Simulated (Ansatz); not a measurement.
Bands of TlSn

```
Tl Sn
1.0
     3.61473    0.00000    0.00000
     0.00000    3.61473    0.00000
     0.00000    0.00000    4.37500
Tl Sn
1 1
Direct
  0.00000 0.00000 0.00000
  0.50000 0.50000 0.50000
```

Atom numbers follow the list: Tl1, Sn2.

The geometry is COD entry 1539744, unchecked; take it as a test cell.

No spin–orbit coupling, which matters for the heavy atoms here.

Level of theory: DFT, LDA, all-electron LAPW, scalar-relativistic (Ansatz 0.2.0).

Sampling and basis: a Γ-centred 9×9×8 k mesh, Fermi–Dirac smearing of 0.08 eV, basis error target 0.25 meV/atom, no spin polarisation.

Points in fractions of the reciprocal vectors of this cell: Γ (0, 0, 0), X (0, 0.5, 0), M (0.5, 0.5, 0), Z (0, 0, 0.5), R (0, 0.5, 0.5), A (0.5, 0.5, 0.5). The path joins them by straight lines in the order Γ–X–M–Γ–Z–R–A–Z–X; legs that retrace an earlier one aren't tabulated. Energies are in eV from the Fermi level.

(1) Is there a gap?

(2) List the levels between -8 and 6 eV at the symmetry points.

Results:

(1) none: with an odd electron count and no spin polarisation the bands can't all be full, a metal in this set-up (spin order or a larger cell could open a gap).

(2) 
Γ: -3.02, -1.56, 1.61 (×2), 5.30
X: -7.63, -7.04, 1.21, 1.55, 1.78, 2.49, 4.20, 5.86
M: -5.33, -4.65, -3.09 (×2), 2.37, 4.37 (×2), 4.46
Z: 3.43 (×2), 3.56, 4.37, 4.94 (×2)
R: -6.25, -5.71, -3.74, -3.49, 4.37
A: -5.14, -4.04, -0.95 (×2), -0.14 (×2), 0.21, 0.58
